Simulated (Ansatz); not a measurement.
Here is the system:

PbI₂:
Space group P-3m1 (No. 164); a = b = 4.6747 Å, c = 7.8463 Å, α = β = 90.00°, γ = 120.00°

```
atom  site  symmetry       x       y       z
----  ----  --------  ------  ------  ------
Pb      1a      -3m.  0.0000  0.0000  0.0000
I       2d       3m.  0.3333  0.6667  0.2369
```

This is the PBE-relaxed structure.

### Question
All from PBE in the plane-wave PAW code Ansatz, unless another level is named. Estimate the hole effective mass.

### Answer
0.66, 6.7, 24 mₑ (principal values).

### Question
Give the electron effective mass.

### Answer
0.27, 0.27, 2.0 mₑ (principal values).

### Question
Next, the formation energy from the elements (no fitted shifts)?

### Answer
-0.67 eV/atom.

### Question
What about the weight of the valence-edge state by species (Voronoi cells)?

### Answer
I 86 %, Pb 14 %.

The cell was relaxed with PBE under the symmetry of its start. The volume lies over 15 % above that of the usual cell of this phase: another minimum, or an error of the functional. A crystal of weakly bound layers computed without a dispersion correction: the cell and the soft elastic constants depend strongly on that. The references are the lowest solids computed at this level, not always the standard phases. Scalar-relativistic: spin–orbit coupling is off unless named, which matters more the heavier the elements.

Potentials: the later of the program's two PAW sets.

Edges and masses are those of Kohn–Sham bands, whose gap is no quasiparticle gap.
